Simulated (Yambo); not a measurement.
G0W0@PBEsol for InP (zinc blende, space group F-43m, No. 216) in Yambo (4×4×4 mesh, 10 Ry block, plasmon pole, screening fixed), without a terminator:

```json
[
 {"bands N in G": "39", "gap Γ → Γ (eV)": "0.945", "shift of the valence edge (eV)": "-0.079"},
 {"bands N in G": "70", "gap Γ → Γ (eV)": "0.951", "shift of the valence edge (eV)": "-0.332"},
 {"bands N in G": "115", "gap Γ → Γ (eV)": "0.977", "shift of the valence edge (eV)": "-0.453"}
]
```

Question: Extrapolate both columns to infinite N with E(N) = E∞ + A/N, test the form, and compare with the terminator.

Answer: From two points, E∞ = (N2 E2 − N1 E1)/(N2 − N1). The two largest N give 1.02 eV for the gap and -0.64 eV for the shift; the two smallest give 0.96 eV and -0.65 eV. For the gap the slopes A are -0.5 and -4.7 eV: the form isn't reached, and its limit is uncertain. For the shift the slopes A are 22 and 22 eV: the 1/N form holds. With the Bruneval-Gonze terminator and 115 bands the run gives 1.00 eV and -0.54 eV, 0.01 eV and 0.10 eV from the extrapolated values: the terminator too is an estimate of the remainder. Block, mesh and the bands in W are held fixed.

The standard potential for In keeps a d shell in the valence without the s and p states of that shell. In tests on such compounds this moved G0W0 gaps by up to about 0.9 eV, so absolute quasiparticle energies here are unreliable; differences between settings are what counts.

Spin-orbit coupling is not included.

Geometry relaxed with PBEsol; primitive cell a = 4.1586 Å, b = 4.1586 Å, c = 4.1586 Å, α = 60.00°, β = 60.00°, γ = 60.00°.

A shift is the quasiparticle energy of the state minus its PBEsol energy.
